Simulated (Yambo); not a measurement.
Input:

```
AlClO
1.0
    3.14730     0.00000     0.00000
    0.00000     3.63328     0.00000
    0.00000     0.00000     7.84507
O Al Cl
2 2 2
Cartesian
  1.57365   1.81664   7.45430
  0.00000   0.00000   0.39077
  1.57365   0.00000   7.01790
  0.00000   1.81664   0.82718
  0.00000   0.00000   5.33962
  1.57365   1.81664   2.50546
```

Workflow: PBEsol (Quantum ESPRESSO, PseudoDojo norm-conserving, 84 Ry, no spin-orbit coupling), then G0W0 in Yambo (4×4×2 Γ-centred k mesh, 165 bands and a 8 Ry block in the screening, 165 bands in G with the Bruneval-Gonze terminator, plasmon pole fitted at 27.2 eV).

**Question.** Give the PBEsol and G0W0 gaps between the band edges found on this mesh, and say where the edges lie.

**Answer.** Edges: (-0.5, 0, 0) → Γ. PBEsol: 5.67 eV; G0W0: 8.54 eV. Nearest settings tried, and what they do to the gap: 105 bands in W, 105 bands in G: +3 meV; 3 Ry block (59 vectors against 239): -356 meV. Not varied: mesh. So the settings aren't converged at that level. 

Geometry relaxed with PBE+D3(BJ).
